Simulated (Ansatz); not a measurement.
W (bcc, W type)

```cif
data_W
_chemical_formula_sum 'W1'
_space_group_name_H-M_alt 'P 1'
_space_group_IT_number 1
_cell_length_a 2.74468
_cell_length_b 2.74468
_cell_length_c 2.74468
_cell_angle_alpha 109.471
_cell_angle_beta 109.471
_cell_angle_gamma 109.471
loop_
_space_group_symop_operation_xyz
  'x, y, z'
loop_
_atom_site_label
_atom_site_type_symbol
_atom_site_fract_x
_atom_site_fract_y
_atom_site_fract_z
_atom_site_occupancy
W1 W 0.00000 0.00000 0.00000 1
```

E(V) scan at fixed shape, V₀ the volume above. Symmetry pins the atoms to their sites.

Computed with r2SCAN (plane waves to 500 eV, PAW, scalar-relativistic; Ansatz, an electronic-structure program). k mesh 21×21×21 (Γ-centred), Fermi-Dirac smearing 0.05 eV. E stands for the smeared free energy. Spin-orbit coupling is left out, though W is heavy. W is run without spin polarisation. W was relaxed with its symmetry unable to fall. ΔE is measured from the relaxed starting cell.

What ΔE (meV/atom) does the calculation give at V/V₀ = 0.900, 0.925, 0.950, 0.975, 1.025, 1.050, 1.075, 1.100?


```
V/V₀   ΔE (meV/atom)
-----  -------------
0.900            189
0.925            101
0.950             43
0.975             10
1.025              9
1.050             36
1.075             79
1.100            135
```

(Under strain, the slope of the energy per volume gives the stress and its curvature an elastic modulus.)
